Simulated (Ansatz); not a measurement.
Input and command of a calculation in Ansatz (plane waves; scalar-relativistic PAW potentials unless the input names others):

```yaml
crystal:
  lattice:
    - [6.5774904873, 0.0, 0.0]
    - [0.0, 6.5774904873, 0.0]
    - [0.0, 0.0, 6.5774904873]
  atoms:
    - { symbol: K, position: [0.0, 0.0, 0.0] }
    - { symbol: Ba, position: [0.0, 0.5, 0.5] }
    - { symbol: Ba, position: [0.5, 0.0, 0.5] }
    - { symbol: Ba, position: [0.5, 0.5, 0.0] }
basis:
  ecutwfc: 420
kpoints:
  mp_grid: { grid: [0, 6, 6] }
hamiltonian:
  xc: pbesol
scf:
  occupations: { method: gaussian, width: 0.1 }
  max_iter: 50
output:
  forces: true
  eigenvalues: true
  stress: true
```

```bash
ansatz run input.yaml --threads 1 --pin off --max-ram 1331MiB --backend cpu --events-out ev --progress --plain --runs-dir out
```

Question: What will the program do with this input?

Answer: The program refuses it, because of a mesh with a zero (kpoints.mp_grid.grid: [6, 6, 6] → [0, 6, 6]). With the sound run's settings it is accepted.

Abridged log:
```
Error: invalid value for `kpoints.mp_grid.grid`: each dimension must be in 1..=255
```